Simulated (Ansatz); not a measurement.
Relaxed-ion elastic tensor of Mn (body-centred tetragonal, I4/mmm) in GPa (Voigt order), r²SCAN in the plane-wave PAW code Ansatz; density 6.26 g/cm³, 14.57 Å³ per atom.

```csv
,1,2,3,4,5,6
1,151,-18.6,64.5,0.0,0.0,0.0
2,-18.6,151,64.5,0.0,0.0,0.0
3,64.5,64.5,98.9,0.0,0.0,0.0
4,0.0,0.0,0.0,85.4,0.0,0.0
5,0.0,0.0,0.0,0.0,85.4,0.0
6,0.0,0.0,0.0,0.0,0.0,30.4
```

Q: Is the crystal mechanically stable?

A: Yes: the smallest eigenvalue of C is 22.6 GPa.

Q: Work out the Voigt, Reuss and Hill averages.

A: K_V = 69.0, K_R = 65.9, K_H = 67.4; G_V = 59.6, G_R = 32.1, G_H = 45.8 GPa.

Q: Give Young's modulus, Poisson's ratio, Pugh's ratio and the universal anisotropy index.

A: E = 9KG/(3K + G) = 112 GPa; ν = 0.22; K/G = 1.47 (brittle by the Pugh limit of 1.75); A_U = 5G_V/G_R + K_V/K_R − 6 = 4.33.

Q: Estimate the sound speeds and the Debye temperature.

A: v_l = √((K + 4G/3)/ρ) = 4530 m/s, v_t = √(G/ρ) = 2710 m/s, mean 2990 m/s; Θ = (h/k)(3n/4πV)^(1/3) v_m = 365 K.

A made-up cell: these elements were put on the sites of a structure type; neither database checked (COD, Materials Project) lists it. It is not the phase usual at ambient conditions (space group No. 217). The cell keeps a stress of up to 0.2 GPa. The cell was relaxed with r²SCAN under the symmetry of its start, as lowered by the spin order; whether a distortion lowers the energy is not shown. The final state is antiferromagnetic, chosen from 3 collinear starts compared on coarse meshes (ties went to the first, and starts can fall back to one state), not a proven ground state. Other orbital occupations within this spin state were not tried. As this level gives no gap, shear constants depend on the k-mesh and smearing (Fermi–Dirac, 0.1 eV here). On the denser mesh and wider smearing of the elastic run this cell carries a stress of 1.0 GPa.

Potentials: the later of the program's two PAW sets.
